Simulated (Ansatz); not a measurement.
ScF3:
```xyz
4
Lattice="4.0334 0.0000 0.0000 0.0000 4.0334 0.0000 0.0000 0.0000 4.0334" Properties=species:S:1:pos:R:3 pbc="T T T"
Sc     0.0000     0.0000     0.0000
F      0.0000     0.0000     2.0167
F      2.0167     0.0000     0.0000
F      0.0000     2.0167     0.0000
```

Relaxed with r²SCAN.

Question: Give the Bader charges and basin volumes of the independent atoms, plane-wave PAW r²SCAN (Ansatz code).

Answer: 

```tsv
atom	Bader charge (e)	Bader volume (Å³)
Sc1	+2.29	8.2
F2	-0.76	16.8
```

Space group Pm-3m (ReO3 type). The first step of the workflow began from a Materials Project structure, measured or hypothetical; the Crystallography Open Database files this formula in space group No. 221, but the cells were not matched. Its standing as an ambient phase is unchecked. The cell was relaxed with r²SCAN under the symmetry of its start; phonons show weakly imaginary modes. No spin polarisation was allowed.

Potentials: the earlier of the program's two PAW sets.
